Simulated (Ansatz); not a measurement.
CrRh$_{3}$ (Cu3Au type, space group No. 221), the program Ansatz at the PBE level (PAW), all energies at zero smearing, with the estimated change up to a 700 eV cutoff added, with one set of potentials and settings (totals compare only within such a set). Cell of 8 atoms (2 Cr, 6 Rh): -45173.798 eV.

| element | reference phase | E (eV/atom) |
|---|---|---|
| Cr | Im-3m, 2 atoms in the cell, spin-polarised | -3377.7530 |
| Rh | Fm-3m, 1 atoms in the cell | -6402.8911 |

Formation energy per atom, worked out: (-45173.798 − 2×(-3377.7530) − 6×(-6402.8911))/8 = -0.118 eV/atom (-11 kJ per mol of atoms), at 0 K, without zero-point energy or fitted corrections.

Space group Pm-3m (Cu3Au type). The first step of the workflow began from a Materials Project structure, measured or hypothetical; the Crystallography Open Database copy checked does not list it. With Cr and Rh taken as one species the cell has the higher symmetry Fm-3m, so it may be an ordered model of a mixed-site phase. Whether it is the stable phase at ambient conditions was not checked. Symmetry was held in the PBE relaxation, as lowered by the spin order; its stability against distortions is not shown here. The final state is antiferromagnetic, chosen from 4 collinear starts compared on coarse meshes (ties went to the first, and starts can fall back to one state), not a proven ground state. The references are the lowest solids computed at this level, not always the standard phases.

Potentials: the later of the program's two PAW sets.
